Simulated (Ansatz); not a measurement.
TaAlB:
```yaml
crystal:
  lattice:
    - [1.65978, -7.28241, 0.00000]
    - [1.65978, 7.28241, 0.00000]
    - [0.00000, 0.00000, 3.08816]
  atoms:
    - { symbol: Al, position: [0.70119, 0.29881, 0.25000] }
    - { symbol: Al, position: [0.29881, 0.70119, 0.75000] }
    - { symbol: B, position: [0.46888, 0.53112, 0.75000] }
    - { symbol: B, position: [0.53112, 0.46888, 0.25000] }
    - { symbol: Ta, position: [0.08903, 0.91097, 0.75000] }
    - { symbol: Ta, position: [0.91097, 0.08903, 0.25000] }
```

Relaxed with r²SCAN.

Question: Give the Bader charges and basin volumes of the independent atoms, r²SCAN in the plane-wave PAW code Ansatz.

Answer: 

```json
[
 {"atom": "Al1", "Bader charge (e)": "+0.53", "Bader volume (Å³)": "12.0"},
 {"atom": "B3", "Bader charge (e)": "-1.21", "Bader volume (Å³)": "9.9"},
 {"atom": "Ta5", "Bader charge (e)": "+0.67", "Bader volume (Å³)": "15.4"}
]
```

Space group Cmcm. The start of the workflow was typed in or built on a structure type; neither database checked (COD, Materials Project) lists it. Whether it is the stable phase at ambient conditions was not checked. The r²SCAN relaxation kept the symmetry of its start; whether a distortion lowers the energy is not shown. No spin polarisation was allowed. Spin–orbit coupling is left out wherever it is not named.

Potentials: the earlier of the program's two PAW sets. The files were generated under PBE; for other functionals the program regenerates the frozen cores, and for LDA and PBEsol the local potential too.
